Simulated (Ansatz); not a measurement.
Data:

W (bcc, W type)

```yaml
crystal:
  lattice:
    - [-6.36703, 6.36703, 6.36703]
    - [1.59176, -1.59176, 1.59176]
    - [1.59176, 1.59176, -1.59176]
  atoms:
    - { symbol: W, position: [0.00000, 0.00000, 0.00000] }
    - { symbol: W, position: [0.50000, 0.00000, 0.00000] }
    - { symbol: W, position: [0.25000, 0.00000, 0.00000] }
    - { symbol: W, position: [0.75000, 0.00000, 0.00000] }
```

In each cell atom 4 (W, nearest neighbour W at 2.757 Å; its periodic images, 2.8 Å or more away, move with it) moves by s·(0.000, 0.000, 1.000) (along Cartesian z), the rest being held.

Level of theory: PBE (plane waves to 420 eV, PAW, scalar-relativistic; Ansatz, a first-principles code). k mesh 4×16×16 (Γ-centred), Fermi-Dirac smearing 0.05 eV. Energies are smeared free energies. Left out: 2 of 11 points, with atoms too close for the PAW data. With partly filled bands, energies and forces of such displacements shift with the k mesh and the smearing. On this mesh the relaxed cell isn't quite at rest: it carries a pressure of -0.2 GPa (compression positive) at the zero of the scan. Spin-orbit coupling is left out, though W is heavy. W is run without spin polarisation. W was relaxed with its symmetry unable to fall. ΔE is measured from the undisplaced structure.

The scan covers s from -0.664 to 0.664 Å in 9 points.

**Question.** Is the energy the same for equal positive and negative displacements?

**Answer.** Even: the same for both signs. With its periodic images moving along, the atom's site symmetry in this cell is mmm.

**Question.** What is the force constant k = d²E/ds² of this move at s = 0?

**Answer.** 11.6 eV/Å².

(For displaced atoms, the force is minus the slope of the energy, and its curvature is a force constant, which sets phonon frequencies.)
